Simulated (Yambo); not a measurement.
Yambo run on NH$_{4}$Br (space group P-43m, No. 215). The wavefunctions are PBEsol (Quantum ESPRESSO, PseudoDojo norm-conserving, 84 Ry, scalar-relativistic) ones on a 4×4×4 mesh (8 occupied bands); a = b = c = 4.000 Å, α = β = γ = 90.00°.

Yambo input:

```
rim_cut
gw0
dyson
el_el_corr
HF_and_locXC
cohsex
em1s
RandQpts= 1000000
RandGvec= 1 Ry
EXXRLvcs= 84 Ry
VXCRLvcs= 336 Ry
Chimod= "HARTREE"
% BndsRnXs
 1 | 141 |
%
NGsBlkXs= 10 Ry
% LongDrXs
 1.0 | 1.0 | 1.0 |
%
ExtendOut
% QPkrange
 1 | 1 | 8 | 9 |
 6 | 6 | 8 | 8 |
%
```

k points by index: 1 = Γ, 6 = M.

Table of the .qp output:

```
#    K-point    Band    Eo [eV]    E [eV]    E-Eo [eV]    Vxc [eV]    Vnlxc [eV]    Sc|Eo [eV]    Re(Z)    Im(Z)
#
    1    8    -0.077109    -4.095775    -4.018666    -13.01404    -16.72527    -0.307434    1.000000    0.000000
    1    9    4.090967    3.874504    -0.216463    -9.314573    -5.069631    -4.461405    1.000000    0.000000
    6    8    0.000000    -3.946875    -3.946875    -12.86895    -16.58020    -0.235628    1.000000    0.000000
```
(The two width columns are left out.) Convergence of these settings isn't established.

Spin-orbit coupling is not included.

Geometry of the Materials Project entry, not relaxed at this level.
